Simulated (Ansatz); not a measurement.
Input file for Ansatz (a first-principles code):

Ansatz 0.2 input:
```yaml
crystal:
  lattice:
    - [4.6943895933, 0.0, 0.0]
    - [0.0, 4.6943895933, 0.0]
    - [0.0, 0.0, 10.2301733961]
  atoms:
    - { symbol: Bi, position: [0.5, 0.0, 0.821628133] }
    - { symbol: Bi, position: [0.0, 0.5, 0.178371867] }
    - { symbol: La, position: [0.0, 0.5, 0.7619597365] }
    - { symbol: La, position: [0.5, 0.0, 0.2380402635] }
    - { symbol: Bi, position: [0.0, 0.0, 0.5] }
    - { symbol: Bi, position: [0.5, 0.5, 0.5] }
    - { symbol: Au, position: [0.0, 0.0, 0.0] }
    - { symbol: Au, position: [0.5, 0.5, 0.0] }
kpoints:
  mp_grid: { grid: [7, 7, 3] }
  band_path:
    path:
      - [[0.0, 0.0, 0.0], [0.0, 0.5, 0.0], [0.5, 0.5, 0.0], [0.0, 0.0, 0.0], [0.0, 0.0, 0.5], [0.0, 0.5, 0.5], [0.5, 0.5, 0.5], [0.0, 0.0, 0.5]]  # Γ-X-M-Γ-Z-R-A-Z
      - [[0.0, 0.5, 0.0], [0.0, 0.5, 0.5]]  # X-R
      - [[0.5, 0.5, 0.0], [0.5, 0.5, 0.5]]  # M-A
    npoints: 8
hamiltonian:
  xc: r2scan
  pseudopotentials: { kind: paw }
magnetization: { noncollinear: true, spin_orbit: true }
scf:
  n_extra_bands: 16
  convergence: { dr2_threshold: 0.0000000001 }
  occupations: { method: gaussian, width: 0.05 }
output: { eigenvalues: true }
```

Output (shortened):

```
Pseudopotential: Bi, paw_fr, valence charge 15
Pseudopotential: La, paw_fr, valence charge 11
Pseudopotential: Au, paw_fr, valence charge 19
Functional definition: r2SCAN
non-collinear run that drives no moment, with spin-orbit …
Crystal: 8 atoms, lattice volume = 225.445 Å³
Basis set: ecut = 500 eV, 5733 PW (Γ), exchange–correlation on 144×144×300 points (64 copies of the dense FFT grid, shifted against one another)
Bands: 136, of which v1, the nominal top of the filled ones, is band 120 counted from 1 (119 counted from 0)
Symmetry: 16 space group operations + 16 with time reversal
k-points: 20 of 147
Projection manifold: j_resolved (fully-relativistic pseudo-atomic orbitals)
SCF iter   1: F=—  HF=-88361.718253 eV  |F-HF|=—  |Δ(HF+E_count)|=         —  Δρ=6.34e-1  dr2=2.76e3  dr2_τ=9.29e0  dr2_m=0.00e0 (ungated)  ethr=3.10e-3  |M|=0.00e0 ∫|m|=0.00e0 μB  |m|>n=0.0e0 m-floor=0.0e0 τ_xc=0.0e0  β_m=0.30  ⟨swp⟩=6.7  Hψ=6354  notcnv=0
preconditioner: auto → Kerker (q_TF=auto, 2.456 Å⁻¹)
spin=Noncollinear: Kerker preconditioning applied to the charge; magnetization (m_x, m_y, m_z) channels mix plain (no charge-response kernel on spin).
SCF iter   2: F=—  HF=-88314.784737 eV  |F-HF|=—  |Δ(HF+E_count)|=    4.69e1  Δρ=1.49e-1  dr2=7.15e1  dr2_τ=1.18e1  dr2_m=0.00e0 (ungated)  ethr=3.10e-3  |M|=0.00e0 ∫|m|=0.00e0 μB  |m|>n=0.0e0 m-floor=0.0e0 τ_xc=0.0e0  β_m=0.27  ⟨swp⟩=15.7  Hψ=11858  notcnv=0  defer=96
SCF iter   3: F=—  HF=-88309.648876 eV  |F-HF|=—  |Δ(HF+E_count)|=    5.14e0  Δρ=1.13e-1  dr2=4.58e1  dr2_τ=2.08e-1  dr2_m=0.00e0 (ungated)  ethr=3.10e-3  |M|=0.00e0 ∫|m|=0.00e0 μB  |m|>n=0.0e0 m-floor=0.0e0 τ_xc=0.0e0  β_m=0.58  ⟨swp⟩=4.8  Hψ=2994  notcnv=0  defer=192
SCF iter   4: F=—  HF=-88294.435982 eV  |F-HF|=—  |Δ(HF+E_count)|=    1.52e1  Δρ=1.91e-2  dr2=7.88e0  dr2_τ=5.61e-2  dr2_m=0.00e0 (ungated)  ethr=3.10e-3  |M|=0.00e0 ∫|m|=0.00e0 μB  |m|>n=0.0e0 m-floor=0.0e0 τ_xc=0.0e0  β_m=0.74  ⟨swp⟩=8.3  Hψ=4320  notcnv=0  defer=224
SCF iter   5: F=—  HF=-88296.504445 eV  |F-HF|=—  |Δ(HF+E_count)|=    2.07e0  Δρ=1.05e-1  dr2=3.91e1  dr2_τ=6.62e-2  dr2_m=0.00e0 (ungated)  ethr=3.10e-3  |M|=0.00e0 ∫|m|=0.00e0 μB  |m|>n=0.0e0 m-floor=0.0e0 τ_xc=0.0e0  β_m=0.87  ⟨swp⟩=11.5  Hψ=4537  notcnv=0 …
SCF iter   6: F=—  HF=-88294.219478 eV  |F-HF|=—  |Δ(HF+E_count)|=    2.28e0  Δρ=1.76e-2  dr2=4.28e0  dr2_τ=2.64e-2  dr2_m=0.00e0 (ungated)  ethr=3.10e-3  |M|=0.00e0 ∫|m|=0.00e0 μB  |m|>n=0.0e0 m-floor=0.0e0 τ_xc=0.0e0  β_m=0.69  ⟨swp⟩=9.9  Hψ=4072  notcnv=0  defer=104
SCF iter   7: F=—  HF=-88293.870445 eV  |F-HF|=—  |Δ(HF+E_count)|=   3.49e-1  Δρ=1.08e-2  dr2=1.69e0  dr2_τ=6.43e-3  dr2_m=0.00e0 (ungated)  ethr=3.10e-3  |M|=0.00e0 ∫|m|=0.00e0 μB  |m|>n=0.0e0 m-floor=0.0e0 τ_xc=0.0e0  β_m=0.82  ⟨swp⟩=4.3  Hψ=1774  notcnv=0  defer=206
SCF iter   8: F=—  HF=-88293.792938 eV  |F-HF|=—  |Δ(HF+E_count)|=   7.75e-2  Δρ=9.91e-3  dr2=7.53e-1  dr2_τ=2.72e-3  dr2_m=0.00e0 (ungated)  ethr=1.41e-3  |M|=0.00e0 ∫|m|=0.00e0 μB  |m|>n=0.0e0 m-floor=0.0e0 τ_xc=0.0e0  β_m=0.91  ⟨swp⟩=6.0  Hψ=1606  notcnv=0  defer=208
SCF iter  18: F=-88293.669487 eV  HF=-88293.669487 eV  |F-HF|=2.91e-11  |Δ(HF+E_count)|=  1.31e-10  Δρ=1.23e-7  dr2=7.75e-11  dr2_τ=5.23e-13  dr2_m=0.00e0 (ungated)  ethr=1.00e-12  |M|=0.00e0 ∫|m|=0.00e0 μB  |m|>n=0.0e0 m-floor=0.0e0 τ_xc=0.0e0  ⟨swp⟩=19.7  Hψ=10002  notcnv=0
SCF 1 converged in 18 iterations: F = -88293.669487 eV  dr2 = 7.75e-11
NSCF: frozen V_eff on 75 k-points
SCF converged after 18 iterations
Magnetization: |M| = 0.0000 μB,  M = (+0.0000, +0.0000, +0.0000) μB
Absolute magnetization: 0.0000 μB (∫|m|)
  site 0: m = (+0.0000, +0.0000, +0.0000) μB, |m| = 0.0000 μB  (R = 1.23 Å)
  site 1: m = (+0.0000, +0.0000, +0.0000) μB, |m| = 0.0000 μB  (R = 1.23 Å)
  site 2: m = (+0.0000, +0.0000, +0.0000) μB, |m| = 0.0000 μB  (R = 1.39 Å)
  site 3: m = (+0.0000, +0.0000, +0.0000) μB, |m| = 0.0000 μB  (R = 1.39 Å)
  site 4: m = (+0.0000, +0.0000, +0.0000) μB, |m| = 0.0000 μB  (R = 1.37 Å)
  site 5: m = (+0.0000, +0.0000, +0.0000) μB, |m| = 0.0000 μB  (R = 1.37 Å)
  site 6: m = (+0.0000, +0.0000, +0.0000) μB, |m| = 0.0000 μB  (R = 1.23 Å)
  site 7: m = (+0.0000, +0.0000, +0.0000) μB, |m| = 0.0000 μB  (R = 1.23 Å)
Free energy (F): -88293.669487 eV
Harris-Foulkes:  -88293.669487 eV  (|F-HF|=2.91e-11)
Internal energy: -88293.664322 eV  (E = F + TS)
E sigma→0 (E₀):  -88293.666904 eV
Entropy (-TS):   -0.005166 eV (-0.646 meV/atom)
Fermi energy:    13.199407 eV
--- Per-component energies (eV) ---
  E_band       = -1068.421283
  E_kinetic    = 2809.961727
  E_local      = -13100.521599  (includes V_loc(G=0)·N_el)
  E_nonlocal   = 2555.872403
  E_hartree    = 5092.118868
  E_xc         = -1266.009282
  E_vxc        = -1563.616974  (∫ρ·V_xc dr)
  E_paw        = -72866.993028  (= ΣΔE_a)
  E_vpaw       = -2056.821842  (= ΣTr[D̂ρ^β])
  E_aug_tail   = 0.000426  (compensation charges beyond the density's cutoff)
  E_vtau       = 102.466363  (kinetic-family band-sum trace: ∫τ·v_τ [+ j·A + Jᵃ·Aᵃ] dr)
  E_ewald      = -11521.240372
  E_core_change = 3.146535  (= ΣΔE_core)
  E_smearing   = -0.005166  (= −TS)
  E_closure    = 0.000000  (closes the sum)
  Σ components = -88293.669487   (vs F -88293.669487, Δ=0.00e0)
  [band-id]    e_kinetic+e_local+e_nonlocal+2·e_hartree+e_vxc+e_vpaw+e_augmentation_tail+e_vtau = -1068.421760   (vs E_band -1068.421283, Δ=-4.77e-4)
--- Band table (eV; the first three rows and the last of 20) ---
  k-point 0: bands = ["-94.4983", "-94.4983", "-94.4974", "-94.4974", "-57.5106", "-57.5106", "-57.5057", "-57.5057", "-41.2113", "-41.2113", "-41.2054", "-41.2054", "-41.1848", "-41.1848", "-41.1563", "-41.1563", "-21.0448", "-21.0448", "-21.0435", …
  k-point 1: bands = ["-94.4983", "-94.4983", "-94.4974", "-94.4974", "-57.5106", "-57.5106", "-57.5057", "-57.5057", "-41.2113", "-41.2113", "-41.2054", "-41.2054", "-41.1848", "-41.1848", "-41.1563", "-41.1563", "-21.0446", "-21.0446", "-21.0438", …
  k-point 2: bands = ["-94.4982", "-94.4982", "-94.4975", "-94.4975", "-57.5103", "-57.5103", "-57.5060", "-57.5060", "-41.2110", "-41.2110", "-41.2057", "-41.2057", "-41.1834", "-41.1834", "-41.1577", "-41.1577", "-21.0437", "-21.0437", "-21.0426", …
  k-point 19: bands = ["-94.4979", "-94.4979", "-94.4978", "-94.4978", "-57.5083", "-57.5083", "-57.5080", "-57.5080", "-41.2107", "-41.2107", "-41.2104", "-41.2104", "-41.1692", "-41.1692", "-41.1679", "-41.1679", "-21.0355", "-21.0355", "-21.0354", …
```

Cost: very roughly 28 core-minutes on shared cores.

Space group P4/nmm. The workflow started from an entry of the Crystallography Open Database (COD, 100 K). Its standing as an ambient phase is unchecked. The r²SCAN relaxation kept the symmetry of its start; whether a distortion lowers the energy is not shown.

Potentials: the later of the program's two PAW sets.

Ansatz is a plane-wave DFT program.
